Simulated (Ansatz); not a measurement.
ScOF:
```xyz
6
Lattice="3.5776 0.0000 0.0000 0.0000 3.5776 0.0000 0.0000 0.0000 5.0946" Properties=species:S:1:pos:R:3 pbc="T T T"
Sc     1.7888     0.0000     3.6031
Sc     0.0000     1.7888     1.4915
O      0.0000     0.0000     2.5473
O      1.7888     1.7888     2.5473
F      1.7888     1.7888     0.0000
F      0.0000     0.0000     0.0000
```

Relaxed with PBEsol. Independent-particle spectrum: no excitons, no local fields, no scissors shift; 0.1 eV broadening; ε₁ of the summed bands alone.

**Question.** Tabulate the dielectric function from the program Ansatz at the PBEsol level (PAW).

**Answer.** 

| E (eV) | ε₁ xx | ε₂ xx | ε₁ zz | ε₂ zz |
|---|---|---|---|---|
| 0.0 | 4.07 | 0.00 | 3.50 | 0.00 |
| 0.4 | 4.08 | 0.00 | 3.50 | 0.00 |
| 0.8 | 4.11 | 0.00 | 3.52 | 0.00 |
| 1.2 | 4.15 | 0.00 | 3.55 | 0.00 |
| 1.6 | 4.22 | 0.00 | 3.59 | 0.00 |
| 2.0 | 4.31 | 0.00 | 3.65 | 0.00 |
| 2.4 | 4.44 | 0.00 | 3.72 | 0.00 |
| 2.8 | 4.60 | 0.00 | 3.81 | 0.00 |
| 3.2 | 4.83 | 0.00 | 3.92 | 0.00 |
| 3.6 | 5.14 | 0.00 | 4.08 | 0.00 |
| 4.0 | 5.62 | 0.00 | 4.27 | 0.00 |
| 4.4 | 6.57 | 0.00 | 4.54 | 0.00 |
| 4.8 | 7.75 | 2.57 | 4.92 | 0.01 |
| 5.2 | 6.86 | 2.37 | 5.51 | 0.06 |
| 5.6 | 7.53 | 3.97 | 6.66 | 0.48 |
| 6.0 | 5.45 | 5.30 | 7.31 | 2.34 |
| 6.4 | 6.06 | 5.64 | 6.69 | 3.38 |
| 6.8 | 3.47 | 5.99 | 6.97 | 3.64 |
| 7.2 | 2.91 | 5.03 | 6.33 | 6.98 |
| 7.6 | 4.07 | 6.55 | 3.86 | 7.74 |
| 8.0 | 2.37 | 6.51 | 1.24 | 6.75 |
| 8.4 | 1.12 | 6.67 | 0.83 | 5.57 |
| 8.8 | -1.00 | 6.88 | 0.40 | 5.33 |
| 9.2 | -2.04 | 5.09 | 0.48 | 4.78 |
| 9.6 | -1.83 | 3.61 | -0.20 | 5.46 |
| 10.0 | -2.40 | 3.00 | -1.79 | 3.92 |
| 10.4 | -1.61 | 1.54 | -1.92 | 2.58 |
| 10.8 | -0.98 | 1.25 | -1.47 | 1.87 |
| 11.2 | -0.24 | 1.36 | -1.15 | 1.47 |
| 11.6 | -1.20 | 1.43 | -1.01 | 1.33 |
| 12.0 | -0.55 | 0.74 | -0.46 | 0.62 |

**Question.** From ε at 5.5 eV (xx: 7.25 + 3.50i), find n, k, the normal reflectivity and the absorption coefficient.

**Answer.** n = 2.77, k = 0.633, R = 24 %, α = 2kE/ħc = 350000 cm⁻¹.

With all bands, ε∞ without local fields is 4.37 (xx = yy), 3.82 (zz). DFPT, with local fields, gives 4.24 (xx = yy), 3.42 (zz).

Space group P4/nmm. The workflow started from a Materials Project entry (that database holds measured and hypothetical structures alike); the Crystallography Open Database copy checked does not list it. Whether it is the stable phase at ambient conditions was not checked. Symmetry was held in the PBEsol relaxation. At this level the phase is dynamically unstable (imaginary phonons). No spin polarisation was allowed.

Potentials: the later of the program's two PAW sets.
